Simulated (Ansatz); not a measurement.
Question: Bulk modulus by a P(V) fit from PBE minus that from r²SCAN (% of the latter), each on its own relaxed cell (Ansatz, a quantum-chemistry and plane-wave program, plane waves, PAW; no spin–orbit coupling, no Hubbard U), over 21 phases of the class «carbides, borides and silicides»: what sign and size do you expect?

Answer: Mean -7 %, median -6 %, mean absolute 7 %; eight in ten lie between -13 and -2 %, and 5 % are above zero.

Some cases that may be named, with their rank among the 21 from the lowest: SiGe, R-3m (Si on 6c, Ge on 6c) -13 % (rank 1); SiNi2, Pnma (Si on 4c, Ni on 4c, Ni on 4c) -13 % (rank 2); PtC, zinc blende -6 % (rank 10); SiC, 4H polytype -6 % (rank 11); LaB2, MoSi2 or CaC2 type -2 % (rank 20); Y3Si5, P-62m (Y on 3f, Si on 2d, Si on 3g) 0 % (rank 21).

The phases are those computed here (of each formula those with measured values and the lowest at some level), not a balanced benchmark, and neither functional is the truth. Pairs that end in unlike spin orders or unlike minima (c/a over 6 % apart, 30 % for weakly bound crystals), magnets with 4f shells, solids of gases and phases set aside for tests are left out.

Typed or built starts, not in the databases checked: SiGe, R-3m (Si on 6c, Ge on 6c); PtC, zinc blende; LaB2, MoSi2 or CaC2 type; Y3Si5, P-62m (Y on 3f, Si on 2d, Si on 3g). All cells were relaxed under the symmetry of their starts (and spin orders); stability against distortions was not tested throughout. Named crystals with no word on spin ran without spin polarisation. Scalar-relativistic: spin–orbit coupling is off unless named, which matters more the heavier the elements.

Potentials: the earlier of the program's two PAW sets.

Ansatz is a plane-wave DFT program.
